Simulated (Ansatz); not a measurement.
## Hf₄C (I4/m)

Computed with DFT PBE, scalar-relativistic, plane waves, PAW in Ansatz 0.2.0.

Cutoff 420 eV; k points 10×10×10 on the computed 5-atom cell (Γ-centred); Gaussian smearing, width 0.10 eV; no spin polarisation.

The structure is relaxed at this level of theory with its symmetry kept, and needn't be the ground state of this composition.

Space group I4/m (No. 87), tetragonal, a = 6.141 Å, c = 5.354 Å. Hf has 1 C at 2.22 Å, 5 Hf at 2.89–3.14 Å and 6 Hf at 3.34–3.37 Å; C is surrounded by 4 Hf at 2.22 Å.

| Item | Value |
| --- | --- |
| Volume per atom | 20.19 Å³ |
| Formation energy from the elements' standard states (uncorrected) | +0.240 eV/atom |
| Kohn–Sham band gap | none (metal) |
| Density of states at the Fermi level | 3.6 states/eV per cell |
| Orbital (Löwdin) character within 0.5 eV of the Fermi level | Hf 5d 85 %, unprojected 4 % |
| Bader charge by site (e) | Hf (4 in the cell) 0.45, C (1 in the cell) -1.79 |

Spin-orbit coupling is left out, which matters for the bands of heavy elements.

Another cell of Hf4C relaxed alike, in P-3m1, lies 0.62 eV/atom lower, so this cell isn't the stable form at this level.

The cell was found from a structure generator's guess, not taken from experiment. Löwdin shares on free-atom orbitals overweight diffuse shells.
